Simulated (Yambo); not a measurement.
G0W0@PBEsol for GeS (space group Pnma, No. 62) in Yambo. Reference settings: 1×4×4 Γ-centred k mesh, 262 bands and a 7 Ry block in the screening, 262 bands in G with the Bruneval-Gonze terminator, plasmon pole fitted at 27.2 eV. The PBEsol gap Γ → Γ on this mesh is 1.17 eV; G0W0 gaps are taken between the same points.

The settings were changed. The gap went from 1.63 eV to 1.65 eV, and the shift of the valence edge from -0.55 eV to -0.26 eV.

**Question.** Name the change that produced these shifts.
(A) 106 bands in W, 106 bands in G
(B) no terminator
(C) 173 bands in W, 173 bands in G
(D) 1×2×2 mesh

**Answer.** A, 106 bands in W, 106 bands in G. The others gave (gap, valence shift): 1×2×2 mesh: 1.57, -0.46 eV; no terminator: 1.61, -0.45 eV; 173 bands in W, 173 bands in G: 1.63, -0.45 eV.

The standard potential for Ge keeps a d shell in the valence without the s and p states of that shell. In tests on such compounds this moved G0W0 gaps by up to about 0.9 eV, so absolute quasiparticle energies here are unreliable; differences between settings are what counts.

Spin-orbit coupling is not included.

Geometry relaxed with PBE+D3(BJ); primitive cell a = 10.676 Å, b = 3.689 Å, c = 4.345 Å, α = 90.00°, β = 90.00°, γ = 90.00°.

A shift is the quasiparticle energy of the state minus its PBEsol energy.
